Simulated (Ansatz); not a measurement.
Input for Ansatz (plane-wave DFT, PAW):

```yaml
crystal:
  lattice:
    - [3.0767362403, 0.0, 0.0]
    - [-1.5383681201, 2.6645317448, 0.0]
    - [0.0, 0.0, 10.2192016145]
  atoms:
    - { symbol: Cd, position: [0.0, 0.0, 0.0135581366] }
    - { symbol: Cd, position: [0.33333333, 0.66666667, 0.25] }
    - { symbol: Cd, position: [0.0, 0.0, 0.4864418634] }
    - { symbol: Cd, position: [0.66666667, 0.33333333, 0.75] }
basis:
  ecutwfc: 420
kpoints:
  mp_grid: { grid: [15, 15, 4] }
hamiltonian:
  xc: pbesol
scf:
  occupations: { method: gaussian, width: 0.1 }
output:
  forces: true
  stress: true
  eigenvalues: true
```

It can be run as
```bash
ansatz run input.yaml --threads 1 --pin off --backend cpu --events-out ev --progress --plain --runs-dir out  # memory cap (--max-ram) not shown
```

All numbers below come from Ansatz 0.2.0, DFT PBEsol, scalar-relativistic, plane waves, PAW.

From the run's log, abridged:

```
Pseudopotentials: kind: paw
Pseudopotential: Cd, paw, valence charge 20, recommended cutoff 420 eV (normal)
Functional definition: PBEsol
Crystal: 4 atoms, lattice volume = 83.778 Å³
Basis set: ecut = 420 eV, 1631 PW (Γ), exchange–correlation on 48×48×144 points (8 copies of the dense FFT grid, shifted against one another)
Bands: 48, of which v1, the nominal top of the filled ones, is band 40 counted from 1 (39 counted from 0)
Symmetry: 12 space group operations
Space group: P-6m2 (ITA 187), of the structure as read, at distance tolerance 4.4e-5 Å
k-points: 81 of 900 (time reversal used)
Initial density: superposition of atomic densities (neutral atoms: chi_scale 0, normalization atom), corrected by the library's trained network
Initial wavefunctions: pseudopotential atomic-orbital guess
Functional: x = pbesol(κ = 0.804, μ = 0.12345679), c = pbesol(β = 0.046)
SCF iter   1: F=—  HF=-32736.124509 eV  |F-HF|=—  |Δ(HF+E_count)|=         —  Δρ=5.97e-3  dr2=4.77e-2  ethr=1.77e-3  ⟨swp⟩=6.4  Hψ=13373  notcnv=0  defer=33
SCF iter   2: F=—  HF=-32736.116948 eV  |F-HF|=—  |Δ(HF+E_count)|=   7.56e-3  Δρ=1.97e-3  dr2=1.71e-2  ethr=5.97e-5  ⟨swp⟩=2.0  Hψ=6317  notcnv=0  defer=44
SCF iter   3: F=—  HF=-32736.115056 eV  |F-HF|=—  |Δ(HF+E_count)|=   1.89e-3  Δρ=7.50e-4  dr2=5.82e-3  ethr=2.14e-5  ⟨swp⟩=1.1  Hψ=3699  notcnv=0  defer=44
SCF iter   4: F=—  HF=-32736.114421 eV  |F-HF|=—  |Δ(HF+E_count)|=   6.34e-4  Δρ=2.58e-4  dr2=2.50e-4  ethr=7.27e-6  ⟨swp⟩=1.2  Hψ=3717  notcnv=0  defer=44
SCF iter   5: F=—  HF=-32736.114393 eV  |F-HF|=—  |Δ(HF+E_count)|=   2.85e-5  Δρ=7.84e-5  dr2=6.59e-6  ethr=3.13e-7  ⟨swp⟩=1.3  Hψ=3751  notcnv=0  defer=44
SCF iter   6: F=—  HF=-32736.114455 eV  |F-HF|=—  |Δ(HF+E_count)|=   6.18e-5  Δρ=1.60e-5  dr2=2.48e-7  ethr=8.24e-9  ⟨swp⟩=2.5  Hψ=6186  notcnv=0  defer=44
SCF iter   7: F=-32736.114455 eV  HF=-32736.114455 eV  |F-HF|=3.91e-8  |Δ(HF+E_count)|=   2.08e-8  Δρ=7.84e-6  dr2=5.63e-8  ethr=1.25e-10  ⟨swp⟩=8.7  Hψ=15001  notcnv=0
SCF 1 converged in 7 iterations: F = -32736.114455 eV  dr2 = 5.63e-8
SCF converged after 7 iterations
Free energy (F): -32736.114455 eV
Harris-Foulkes:  -32736.114455 eV  (|F-HF|=3.91e-8)
Internal energy: -32736.105825 eV  (E = F + TS)
E sigma→0 (E₀):  -32736.110140 eV
Entropy (-TS):   -0.008630 eV (-2.158 meV/atom)
Fermi energy:    15.156491 eV
--- Per-component energies (eV) ---
  E_band       = -1542.493856
  E_kinetic    = 2020.268268
  E_local      = -11610.081135  (includes V_loc(G=0)·N_el)
  E_nonlocal   = 140.789938
  E_hartree    = 5472.160044
  E_xc         = -704.076830
  E_vxc        = -887.172188  (∫ρ·V_xc dr)
  E_paw        = -16050.264470  (= ΣΔE_a)
  E_vpaw       = -2150.607709  (= ΣTr[D̂ρ^β])
  E_aug_tail   = 0.000048  (compensation charges beyond the density's cutoff)
  E_ewald      = -12006.269527
  E_core_change = 1.367839  (= ΣΔE_core)
  E_smearing   = -0.008630  (= −TS)
--- Forces (eV/Å), atoms counted from 1 ---
  atom   1  Cd     0.00000000     0.00000000    -0.38821070
  atom   2  Cd     0.00000000     0.00000000     0.00000000
  atom   3  Cd     0.00000000     0.00000000     0.38821070
  atom   4  Cd     0.00000000     0.00000000     0.00000000
--- Stress (GPa, compression-positive) ---
        0.058130       0.000000       0.000000
        0.000000       0.058130       0.000000
        0.000000       0.000000       0.880196
  P = ⅓ Tr σ = 0.3322 GPa (3.322 kbar)
--- Band table (eV; the first three rows and the last of 81) ---
  k-point 0: bands = ["-87.9771", "-87.8724", "-87.8724", "-87.7793", "-49.0669", "-49.0381", "-49.0381", "-48.9577", "-48.9541", "-48.9321", "-48.9321", "-48.9320", "-48.9320", "-48.8577", "-48.8424", "-48.8424", "5.1826", "5.5323", "5.5833", "5.7576", "5.7576", "5.8138", "5.8216", "5.8216", "5.8433", "5.9608", "5.9608", "6.0361", "6.0361", "6.2333", "6.2333", "6.5005", "6.5005", "6.5376", "6.5376", "6.7363", "6.7363", "7.7257", "7.7780", "12.4642", "13.5517", "20.9998", "21.2269", "27.6961", "27.9211", "27.9211", "28.0592", "28.6511"]
  k-point 1: bands = ["-87.9771", "-87.8724", "-87.8724", "-87.7793", "-49.0669", "-49.0380", "-49.0380", "-48.9581", "-48.9536", "-48.9322", "-48.9322", "-48.9320", "-48.9320", "-48.8577", "-48.8424", "-48.8424", "5.1893", "5.4764", "5.6534", "5.7594", "5.7594", "5.7942", "5.8289", "5.8289", "5.9331", "5.9521", "5.9521", "6.0252", "6.0252", "6.2479", "6.2479", "6.4594", "6.4594", "6.5938", "6.5938", "6.7170", "6.7170", "7.0012", "8.7328", "11.3279", "14.8647", "18.9081", "23.3995", "27.7276", "27.8331", "27.9887", "27.9887", "28.2752"]
  k-point 2: bands = ["-87.9771", "-87.8724", "-87.8724", "-87.7793", "-49.0669", "-49.0381", "-49.0381", "-48.9585", "-48.9533", "-48.9322", "-48.9322", "-48.9320", "-48.9320", "-48.8577", "-48.8424", "-48.8424", "5.1966", "5.4446", "5.7297", "5.7429", "5.7613", "5.7613", "5.8375", "5.8375", "5.9421", "5.9421", "6.0151", "6.0151", "6.0802", "6.2629", "6.2629", "6.4360", "6.4360", "6.6322", "6.6643", "6.6643", "6.6646", "6.6646", "9.7467", "10.1391", "16.4798", "17.1178", "25.2434", "26.3472", "27.7888", "28.0910", "28.0944", "28.0944"]
  k-point 80: bands = ["-87.9744", "-87.8697", "-87.8697", "-87.7766", "-49.0639", "-49.0628", "-49.0600", "-48.9566", "-48.9566", "-48.9563", "-48.9551", "-48.9539", "-48.9522", "-48.8667", "-48.8666", "-48.8543", "5.3087", "5.4234", "5.5052", "5.6365", "5.7997", "5.8385", "5.9158", "5.9191", "6.0262", "6.0340", "6.0679", "6.1411", "6.2697", "6.3112", "6.3863", "6.4256", "6.6675", "6.6747", "6.7179", "6.7506", "14.4137", "14.6461", "14.9077", "14.9668", "15.0532", "15.2240", "17.7199", "17.8561", "17.9012", "18.0715", "18.4692", "18.9680"]
```

Self-consistency was reached.